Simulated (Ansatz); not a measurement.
Ru:
```cif
data_Ru2
_chemical_formula_sum 'Ru2'
_space_group_name_H-M_alt 'I4/mmm'
_space_group_IT_number 139
_space_group_name_Hall '-I 4 2'
_cell_length_a 3.23828
_cell_length_b 3.23828
_cell_length_c 2.73511
_cell_angle_alpha 90.000
_cell_angle_beta 90.000
_cell_angle_gamma 90.000
loop_
_atom_site_label
_atom_site_type_symbol
_atom_site_symmetry_multiplicity
_atom_site_Wyckoff_symbol
_atom_site_fract_x
_atom_site_fract_y
_atom_site_fract_z
_atom_site_occupancy
Ru1 Ru 2 a 0.00000 0.00000 0.00000 1
```
(The calculation used a cell of 1 atom; values per cell refer to that cell.)
The run is spin-polarised.

Relaxed at zero pressure with PBE (plane waves, PAW; program Ansatz).

Question: The volume is lowered by 6 % and shape and atoms relax at that volume. What pressure results, and how do the axes share the change?

Answer: 19.1 GPa; a -2.3 %, b -2.3 %, c -1.5 %; the energy rises by 48 meV/atom.

Question: Give the new structure.

Answer: 
Space group I4/mmm (No. 139); a = b = 3.164 Å, c = 2.693 Å, α = β = γ = 90.00°

```tsv
atom	site	symmetry	x	y	z
Ru	2a	4/mmm	0.0000	0.0000	0.0000
```

The phase is kept; no other phase was compared at this pressure.

The start of the workflow was typed in or built on a structure type; neither database checked (COD, Materials Project) lists it. It is not the phase usual at ambient conditions (space group No. 194). Symmetry was held in the PBE relaxation; whether a distortion lowers the energy is not shown. The final state is ferromagnetic, chosen from 4 collinear starts compared on coarse meshes (ties went to the first, and starts can fall back to one state), not a proven ground state. Axis ratios of metals converge slowly with the k-mesh, so a and c are less sure than the volume.

Potentials: the later of the program's two PAW sets.
